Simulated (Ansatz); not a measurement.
Consider the following.

YGe₃:
```cif
data_Ge12Y4
_chemical_formula_sum 'Y4 Ge12'
_space_group_name_H-M_alt 'Cmcm'
_space_group_IT_number 63
_space_group_name_Hall '-C 2c 2'
_cell_length_a 3.97356
_cell_length_b 20.73718
_cell_length_c 3.88469
_cell_angle_alpha 90.000
_cell_angle_beta 90.000
_cell_angle_gamma 90.000
loop_
_atom_site_label
_atom_site_type_symbol
_atom_site_symmetry_multiplicity
_atom_site_Wyckoff_symbol
_atom_site_fract_x
_atom_site_fract_y
_atom_site_fract_z
_atom_site_occupancy
Y1 Y 4 c 0.00000 0.58235 0.25000 1
Ge1 Ge 4 c 0.00000 0.18941 0.25000 1
Ge2 Ge 4 c 0.00000 0.03924 0.75000 1
Ge3 Ge 4 c 0.00000 0.30919 0.25000 1
```
(The calculation used a cell of 8 atoms; values per cell refer to that cell.)

This is the PBEsol-relaxed structure.

Q: All from PBEsol (plane waves, PAW; program Ansatz), unless another level is named. Give the electronic character.

A: metallic (no gap).

Q: Predict the formation energy from the elements (no fitted shifts).

A: -0.54 eV/atom.

Q: What about the density of states at the Fermi level?

A: 0.34 states/eV per atom (mean over ±0.08 eV).

Q: Next, the gap with spin–orbit coupling?

A: none (metallic).

The workflow started from a Materials Project entry (that database holds measured and hypothetical structures alike); the Crystallography Open Database copy checked does not list it. Its standing as an ambient phase is unchecked. Symmetry was held in the PBEsol relaxation; its stability against distortions is not shown here. No spin polarisation was allowed. The references are the lowest solids computed at this level, not always the standard phases. Scalar-relativistic: spin–orbit coupling is off unless named, which matters more the heavier the elements.

Potentials: the later of the program's two PAW sets.
